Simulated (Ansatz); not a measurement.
Zn2SeS:
```
CELL_PARAMETERS angstrom
      3.90885     0.00000     0.00000
      0.00000     3.90885     0.00000
      0.00000     0.00000     5.52486
ATOMIC_POSITIONS crystal
  Zn 0.50000 0.00000 0.76293
  Zn 0.00000 0.50000 0.23707
  Se 0.00000 0.00000 0.50000
  S  0.50000 0.50000 0.00000
```

r²SCAN in the plane-wave PAW code Ansatz gives a gap of 2.17 eV without spin–orbit coupling, maximum at Γ, minimum at Γ.

Question: What happens when spin–orbit coupling is switched on?

Answer: The gap drops by 0.09 eV, to 2.08 eV; maximum at Γ, minimum at Γ.

Question: Give the electron effective mass with spin–orbit coupling.

Answer: 0.16 mₑ (isotropic).

Question: Give the hole effective mass with spin–orbit coupling.

Answer: 0.26, 0.26, 0.65 mₑ (principal values).

Space group P-4m2. The workflow started from a Materials Project entry (that database holds measured and hypothetical structures alike); the Crystallography Open Database copy checked does not list it. Whether it is the stable phase at ambient conditions was not checked. Symmetry was held in the r²SCAN relaxation; its stability against distortions is not shown here.

Potentials: the later of the program's two PAW sets.
